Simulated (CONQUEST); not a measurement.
Set-up for a self-consistent single point of TiO₂ (I4_1/amd, 12 atoms in the cell; from Materials Project mp-390, changed as shown).

```yaml
crystal:
  lattice:
    - [3.70689, 0.00000, 0.00000]
    - [0.00000, 3.70689, 0.00000]
    - [0.00000, 0.00000, 9.42272]
  atoms:
    - { symbol: Ti, position: [0.00000, 0.00000, 0.00000] }
    - { symbol: Ti, position: [0.00000, 0.50000, 0.25000] }
    - { symbol: Ti, position: [0.50000, 0.50000, 0.50000] }
    - { symbol: Ti, position: [0.50000, 0.00000, 0.75000] }
    - { symbol: O, position: [0.00000, 0.50000, 0.45715] }
    - { symbol: O, position: [0.00000, 0.00000, 0.20715] }
    - { symbol: O, position: [0.50000, 0.50000, 0.29285] }
    - { symbol: O, position: [0.00000, 0.50000, 0.04285] }
    - { symbol: O, position: [0.50000, 0.00000, 0.95715] }
    - { symbol: O, position: [0.50000, 0.50000, 0.70715] }
    - { symbol: O, position: [0.00000, 0.00000, 0.79285] }
    - { symbol: O, position: [0.50000, 0.00000, 0.54285] }
```

All values come from this method and carry its errors: PBE, numerical atomic orbitals double-zeta with polarisation (the shipped basis), PseudoDojo norm-conserving potentials made for PBE in CONQUEST.

CONQUEST settings:

| setting | value |
|---|---|
| basis | DZP |
| Diag.MPMeshX, Y, Z | 6 6 2 |
| potentials | PseudoDojo norm-conserving PBE |
| Grid.GridCutoff | 175 Ha |
| DM.SolutionMethod | diagon |
| Diag.kT | 0.000367 Ha |
| Diag.GammaCentred | true |
| minE.SCTolerance | 1.0e-07 |
| SC.MaxIters | 100 |
| SC.LinearMixingFactor | 0.5 |
| AtomMove.TypeOfRun | static |

Task: Estimate, at this level of theory: gap on the k-point mesh, pressure and largest force (vector length).

Result: The run gave:

```
Property                           Result
-----------------------------  ----------
Gap on the k-point mesh           2.19 eV
Pressure                        21.31 GPa
Largest force (vector length)  0.401 eV/Å
```

The gap is read on the k-point mesh of the run and can differ from the gap over the whole zone at this level.

For comparison: a first run was changed to give this one (lattice scaled by 0.98), and from it to this one the free energy goes up by 55.7 meV/atom, the pressure goes from 5.69 to 21.31 GPa, the largest force goes from under 0.1 to 0.40 eV/Å and the gap on the mesh goes from 2.053 to 2.187 eV.

The program uses no crystal symmetry, so grid and mesh can part values that symmetry would make equal. The atom-centred basis is finite, which shifts total energies, pressures, gaps and forces against plane waves. The structure comes from a collection of computed structures, made at another level of theory; the collection holds predicted forms beside known ones. At this pressure the cell is far from its equilibrium volume at this level.

Cost on one core: about 3.0 core-minutes (a rough figure).
